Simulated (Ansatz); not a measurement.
Mn$_{3}$SbN: pressure against volume

Mn$_{3}$SbN, Pm-3m, a = 4.167 Å. The structure is a Materials Project entry; whether it is the stable form wasn't checked. Ansatz: r2SCAN, PAW, 500 eV, Γ-centred 8×8×8 mesh on 5 atoms, Gaussian smearing 0.10 eV; collinear spin, largest moment 3.4 μB. Symmetry fixes shape and atoms, so the cell is only scaled; pressure is positive in compression.

| V (Å³/atom) | P (GPa) |
| --- | --- |
| 13.605 | 3.22 |
| 14.039 | ? |
| 14.473 | 0.02 |
| 14.908 | -0.66 |
| 15.342 | -1.44 |

Problem. Take V0 = 14.473 Å³/atom, count pressures from its P0 = 0.02 GPa, fit the third-order Birch–Murnaghan form to the other rows, and predict the missing pressure.

Solution. With the Eulerian strain f = ½[(V0/V)^(2/3) − 1] and y = (P − P0)/[3f(1 + 2f)^(5/2)], the form is the line y = B0 + 1.5 B0 (B0′ − 4) f. Rows (f, y): 0.02105, 45.7; -0.00977, 24.4; -0.01906, 28.1. Means f = -0.002593, y = 32.733; Σ(Δf)² = 0.0008817, ΣΔfΔy = 0.4427; the slope is their ratio. y = 34.04 + 502.1 f GPa, so B0 = 34.0 GPa and B0′ = 4 + 2 × (502.1)/(3 × 34.04) = 13.83. At V = 14.039, f = 0.01025, y = 39.19 and P = 1.29 GPa. The run gave 1.14 GPa, so the fit is 0.15 GPa too high, within twice the rms miss on the fitted rows (0.14 GPa). A B0′ outside 2 to 8 is unusual except in layered or molecular crystals, and here it hangs on few rows.

The state reached may not be the lowest one. The program reads another magnetic order as possibly lower. Moments started parallel, and an antiferromagnetic order may lie lower.

Cost: 5 runs of about 3.8 core-minutes in all, on Intel Xeon Platinum 8488C (Sapphire Rapids) (shared hosts).